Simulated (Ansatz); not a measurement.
# Frozen-phonon scan for SiC (zinc blende)

Relaxed SiC (zinc blende):

```
CELL_PARAMETERS angstrom
      0.00000     4.35634     4.35634
      2.17817     0.00000     2.17817
      2.17817     2.17817     0.00000
ATOMIC_POSITIONS crystal
  C  0.37500 0.75000 0.75000
  C  0.87500 0.75000 0.75000
  Si 0.00000 0.00000 0.00000
  Si 0.50000 0.00000 0.00000
```

A phonon eigenvector at L = (0.5, 0.0, 0.0) is frozen into this cell: atom i moves by Q times the vector below, so Q is the largest atomic displacement, in Å. The cell is held. It is one choice among 2 degenerate patterns. (q is in reciprocal vectors of the primitive cell; the cell shown is doubled to hold the pattern.)

| atom | x | y | z |
|---|---|---|---|
| C1 | -0.285 | 0.520 | -0.805 |
| C2 | 0.285 | -0.520 | 0.805 |
| Si3 | -0.108 | 0.196 | -0.304 |
| Si4 | 0.108 | -0.196 | 0.304 |

Computed with r2SCAN (plane waves to 500 eV, PAW, scalar-relativistic; Ansatz, an electronic-structure program). k mesh 13×13×13 (Γ-centred), Fermi-Dirac smearing 0.05 eV. Energies are smeared free energies. Compression counts positive. SiC was relaxed with its symmetry unable to fall. ΔE is measured from the undisplaced structure.

```tsv
Q (Å)	ΔE (meV/cell)	P (GPa)	−dE/dQ from forces (eV/Å)
-0.180	1165	8.7	13.354
-0.150	802	6.0	10.918
-0.120	509	3.8	8.601
-0.090	285	2.1	6.375
-0.060	126	0.9	4.215
-0.030	31	0.2	2.097
0.000	0	0.0	0.000
0.030	31	0.2	-2.097
0.060	126	0.9	-4.215
0.090	285	2.1	-6.375
0.120	509	3.8	-8.601
0.150	802	6.0	-10.918
0.180	1165	8.7	-13.354
```

Key numbers:

| Item | Value |
|---|---|
| Energy at Q = 0.180 Å | 1165 meV/cell |
| Space group of the distorted cell | P1 (No. 1), lowered from F-43m |
| Symmetry of the curve | even: the same for both signs |
| Shape of the curve | a single well with its minimum at or next to zero displacement |
| Harmonic wavenumber from the curvature (finite differences) | 770 cm⁻¹ |
| Wavenumber by perturbation theory (DFPT, on another k mesh) | 770 cm⁻¹ |

The 13 points together took roughly 15 core-minutes.

(A displaced cell: forces are minus the slopes of the energy, force constants its curvatures, and phonons follow from these.)
